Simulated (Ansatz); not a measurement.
Nb2CS2:
```
Nb2CS2
1.0
    3.22367     0.00000     0.00000
   -1.61183     2.79178     0.00000
    0.00000     0.00000     8.44695
Nb S C
2 2 1
Direct
  0.33333   0.66667   0.13994
  0.66667   0.33333   0.86006
  0.33333   0.66667   0.66736
  0.66667   0.33333   0.33264
  0.00000   0.00000   0.00000
```

Relaxed with LDA.

Q: Map the electron localisation function on the plane through (0.333, 0.667, 0.140) spanned by u = [0, 0, 1] and v = [1, -1, 0] in lattice vectors, from LDA (plane waves, PAW; program Ansatz).

A: x is the fraction of u, y of v (the angle between them is 90°; rows are the nearest grid lines); atoms in the plane: Nb at (0.00, 0.00), Nb at (0.72, 0.33), S at (0.53, 0.00), S at (0.19, 0.33), C at (0.86, 0.67).
```
| -#%+....     :#@@@#  -#%#+-:::::.:+%#- |
|:+##+.....    :#@@@%  =#%#+-:::::..+##+:|
|##%#-.....    .*@@@%=+#%%#+-:::-::.-#%##|
|**=:...:..     :*%%@%%%%#+-::-=+*+=::-+*|
|::........     .-*#%%%##*=-:-=+####+-:::|
|.........       .-=+**++=-::-+#%%%%#*=:.|
|-:......          .::::::::-=*%%#*##%#+-|
|+-:.                    ..:-*#%#-  =#%#+|
|+-:..                   ..:-+#%#-  =#%#+|
|=-:.......            .....:=*%%*==*%%*=|
|=::::-----::.       ........:=*%%##%%#*=|
|-::-=***#**+-.      .........:-+#%%%#*=-|
|:-=*#%%%%@@@%*:    ..:...-*##*=::-++=-::|
|:-+#%%%##%@@@%=     ....-*%%%%#=::---:::|
|:-+#%#+-:*@@@%+.    ....+#%**#%#-.::::::|
|:=*#%*:  -%@@@*.    ...:*%#-.+%#=..:::::|
|:=*#%*:  :%@@@*.    ...:*%#:.=%#=..:::::|
|.:=#%%%**%@@@%=   .:=-::=#%%%%%*:.:::...|
|..:+#%@@%@@@%*:  :=+#*+-:=##%#*-::::....|
|::::+%%@@@@%*-  :+#%%%#+-:-=+=-:.:::..::|
|*+=:-+#%%%#*-. .=%@@@@@%+-......:::.:=**|
|##%#-.::-:.   .+%@@@=+#%%*=:..:::..-#%##|
|-+##+.....    :#@@@% .=#%#+-:::::..+%%+-|
| -#%+....     :#@@@#  -#%#+-:::::.:+%#- |
```
Scale: ten equal steps from -0.003 (start of ' ') to 0.931 (end of '@'), in the order ' .:-=+*#%@'; x runs from 0.000 to 1.00, y from 0.000 (bottom) to 1.00 (top).

The density is the valence pseudo-density with augmentation charge, so density and ELF within about 1 Å of a nucleus are not all-electron values.

Space group P-3m1. The workflow started from an entry of the Crystallography Open Database (COD), which files this formula under 2 space groups. Whether it is the stable phase at ambient conditions was not checked. The cell was relaxed with LDA under the symmetry of its start; whether a distortion lowers the energy is not shown. No spin polarisation was allowed. A crystal of weakly bound layers computed without a dispersion correction: the cell and the soft elastic constants depend strongly on that.

Potentials: the later of the program's two PAW sets.
